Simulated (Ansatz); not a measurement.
LuAgO2 (R-3m) under pressure

```yaml
crystal:
  lattice:
    - [1.69980, 0.98138, 6.23339]
    - [-1.69980, 0.98138, 6.23339]
    - [0.00000, -1.96276, 6.23339]
  atoms:
    - { symbol: Lu, position: [0.50000, 0.50000, 0.50000] }
    - { symbol: Ag, position: [0.00000, 0.00000, 0.00000] }
    - { symbol: O, position: [0.88941, 0.88941, 0.88941] }
    - { symbol: O, position: [0.11059, 0.11059, 0.11059] }
```

This is the zero-pressure cell under r²SCAN. Cell and atoms are relaxed by PAW (default files of Ansatz 0.2.0, cutoff 500 eV, stress met within about 0.05 GPa) at each pressure, in this structure whether or not another phase would take over; P is the pressure reached, less that of this cell (which was relaxed on a denser, smeared mesh). Levels come from r²SCAN, PAW on Ansatz 0.2.0's default frozen-core files (fitted under PBE), scalar-relativistic; k mesh 8×8×8, fixed occupations, cutoff 500 eV. Conduction levels are in eV over the valence top (at L), at fixed fractional wave vectors. Zone-centre phonons come from finite displacements by PAW, without the LO-TO term.

```tsv
P (GPa)	V/V₀	c/a	Γ	L (oblique)	F (oblique)	T ∥ z	Eu TO (cm⁻¹)	A1g (cm⁻¹)
-2.00	1.0175	5.4778	2.446	3.516	4.004	3.976	76.3	608.2
0.00	1.0000	5.5007	2.476	3.488	3.983	4.016	75.7	621.7
2.00	?	?	?	?	?	?	?	?
4.01	0.9690	5.5459	2.526	3.432	3.944	4.088	73.9	646.6
7.01	0.9486	5.5790	2.555	3.389	3.915	4.136	72.2	663.7
10.01	0.9301	5.6117	2.579	3.345	3.887	4.179	70.2	679.7
15.02	0.9025	5.6653	2.607	3.270	3.841	4.242	66.3	704.4
```

Question: Fit the third-order Birch-Murnaghan equation to the rows shown.

Answer: With f = [(V₀/V)^(2/3) − 1]/2, the normalised pressure F = P/[3f(1 + 2f)^(5/2)] is 119.5 GPa at f = -0.0057, 119.6 GPa at f = 0.0106, 119.6 GPa at f = 0.0179, 119.5 GPa at f = 0.0248, 119.3 GPa at f = 0.0354. The line F = B₀[1 + (3/2)(B′ − 4)f] gives B₀ = 119.6 GPa and B′ = 4.0.

Question: What are the volume deformation potentials and pressure coefficients of these levels at zero pressure?

Answer: 

| level | dE/dlnV (eV) | dE/dP = −(dE/dlnV)/B₀ (meV/GPa) | mean slope up to 4.0 GPa (meV/GPa) |
| --- | --- | --- | --- |
| Γ | -1.69 | 14.1 | 12.4 |
| L (oblique) | 1.67 | -14.0 | -14.1 |
| F (oblique) | 1.20 | -10.0 | -9.9 |
| T ∥ z | -2.33 | 19.5 | 18.0 |

dE/dlnV is the slope of a cubic fit in ln V at V₀. The last column is read from two rows and shows how the slope bends with pressure.

Question: What mode Grüneisen parameters follow?

Answer: γ = −d ln ω/d ln V at V₀ from a quadratic fit in ln V: Eu -0.52, A1g 1.26.

Question: What belongs in the row at 2.00 GPa?

Answer: The fits give V/V₀ = 0.9839 and Γ = 2.503 eV. Computed: V/V₀ = 0.9839, c/a = 5.5234, Γ = 2.503, L (oblique) = 3.460, F (oblique) = 3.963, T ∥ z = 4.054, Eu TO (cm⁻¹) = 74.9, A1g (cm⁻¹) = 634.5.

Limits of these numbers: the structure is a database entry and needn't be the stable phase; no other phase was computed; many crystals of this kind change structure within this range, and rows or crossings beyond such a change describe a metastable lattice; frozen-core PAW files fitted under PBE, their cores solved anew for the functional of the run; no spin-orbit coupling on heavy atoms; semilocal gaps are low, and the spacing of valleys can be off by tenths of an eV; levels are read at fixed fractional k, so an edge that moves off these points is missed.
